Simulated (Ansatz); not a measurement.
Surface calculation: fcc Ni (111), 5 layers

The slab is cut from the fcc crystal, the stable phase, as relaxed on PAW files (10.04 Å³/atom), with 16 Å of vacuum and a dipole correction:

```xyz
5
Lattice="2.4218 0.0000 0.0000 -1.2109 2.0974 0.0000 0.0000 0.0000 23.9097" Properties=species:S:1:pos:R:3 pbc="T T T"
Ni    0.6055    0.3496    8.0000
Ni    0.6055    1.7478    9.9774
Ni    1.8164    1.0487   11.9548
Ni    0.6055    0.3496   13.9323
Ni    0.6055    1.7478   15.9097
```

All numbers are LDA results (scalar-relativistic) from Ansatz 0.2.0, with a Γ-centred 15×15×1 k mesh, Fermi–Dirac smearing of 0.1 eV, spin-polarised from start moments Ni1 1, Ni2 1, Ni3 1, Ni4 1, Ni5 1 μB. Methods: LAPW: all electrons, basis error target 1 meV/atom; PAW: frozen-core files, cutoff 420 eV.

The bulk energy comes from a cell in the slab's orientation on a 15×15×6 mesh. The surface energy is (E(slab) − N·E(bulk))/2A at zero smearing, the mean of both faces; thin slabs carry quantum-size effects.

Other magnetic orders may lie lower. The PAW files were made under PBE.

Question: As cut, the LAPW slab lies 1.604 eV above 5 atoms of bulk. What surface energy is that?

Answer: Over two faces of 5.08 Å² it is 157.9 meV/Å², and times 16.02 J/m² per eV/Å² that gives γ = 2.530 J/m².

Question: What do relaxation and the other method give, and what work function comes out?

Answer: 

```
method  γ as cut (J/m²)  γ relaxed (J/m²)  Φ as cut (eV)  Φ relaxed (eV)
  LAPW            2.530             2.522           5.52            5.51
   PAW            2.530             2.522           5.52            5.51
```

Question: How do the spacings between the planes relax?

Answer: From the bottom face up: d12 -1.3 % of 1.977 Å, d23 0.0 % of 1.977 Å, d34 0.0 % of 1.977 Å, d45 -1.3 % of 1.977 Å.

Question: How do the moments vary through the slab?

Answer: Ni1 0.65, Ni2 0.66, Ni3 0.62, Ni4 0.66, Ni5 0.65 μB in the LAPW spheres; the bulk has Ni 0.60 μB.

Question: What changes if the images along the normal are cut off in place of the dipole correction?

Answer: LAPW then gives: no gap, work function 5.51 eV; PAW: no gap, work function 5.51 eV.

Question: What changes if the vacuum is set to 7 Å?

Answer: LAPW then gives: no gap, work function 5.46 (top) and 5.49 (bottom) eV; PAW: no gap, work function 5.30 eV. The program warns that the vacuum is too thin.
